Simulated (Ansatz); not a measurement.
Strain and the gap of Si₃Sn (ordering on diamond)

An ordered 4-atom cell of Si₃Sn on the diamond lattice (P-4m2), relaxed with r2SCAN in Ansatz. The symmetry is P-4m2 (No. 115, tetragonal); a = 4.038 Å, c = 5.749 Å in the conventional setting, 23.43 Å³ an atom. Around Si lie 2 Si at 2.40 Å and 2 Sn at 2.56 Å; around Si lie 4 Si at 2.40 Å; around Sn lie 4 Si at 2.56 Å.

The axes x, y and z are those of this cell:
```xyz
4
Lattice="4.0376 0.0000 0.0000 0.0000 4.0376 0.0000 0.0000 0.0000 5.7486" Properties=species:S:1:pos:R:3 pbc="T T T"
Si    2.0188    0.0000    4.4529
Si    2.0188    2.0188    0.0000
Si    0.0000    2.0188    1.2957
Sn    0.0000    0.0000    2.8743
```

Unstrained: r2SCAN gives an indirect gap of 0.396 eV, from Γ to M; the least direct gap is 0.684 eV at Γ. HSE06 gives an indirect gap of 0.755 eV, from Γ to M; the least direct gap is 1.043 eV at Γ. Meshes: r2SCAN 6×6×4, HSE06 4×4×4. Strains are changes of length per length. After each strain the atoms were relaxed again with r2SCAN within the symmetry that the strain leaves, so tilts or polar shifts that break it weren't tested; points keep the names that they have in the unstrained zone. Note: simulated data, non-magnetic, for a generated structure that need not be the stable one.

Changes of the least gap in eV (an overlap counts as a negative gap):
```tsv
strain	volume change (%)	space group	r2SCAN	HSE06	energy rise, r2SCAN (meV/atom)
uniaxial +3.53 % along x	+3.5	Pmm2	-0.046	-0.060	13.4
uniaxial -2.63 % along z	-2.6	P-4m2	+0.050	+0.069	6.7
```

Uniaxial +3.53 % along x, other directions held. HSE06: the gap goes from 0.755 to 0.695 eV (-0.060 eV); it turns from indirect (Γ → M) to direct (Γ); with r2SCAN the top three valence levels at Γ, grouped 2+1 from the top over 307 meV, become 1+1+1 over 345 meV. Stress change with r2SCAN, compression positive: xx -5.02, yy -0.80, zz -1.67 GPa.

Uniaxial -2.63 % along z, other directions held. HSE06: the gap goes from 0.755 to 0.824 eV (+0.069 eV); the edges go from Γ → M to Γ → Γ–Z (0.50); with r2SCAN the top three valence levels at Γ, grouped 2+1 from the top over 307 meV, become 2+1 over 196 meV. Stress change with r2SCAN, compression positive: xx +1.52, yy +1.52, zz +3.54 GPa.

Spin-orbit coupling is left out, which matters wherever the heavy atoms make up the band edges.

The meshes of the hybrids are coarse, so their gaps aren't converged to the digits shown.

The splittings at Γ are without spin-orbit coupling, which regroups them where it is of like size or larger.
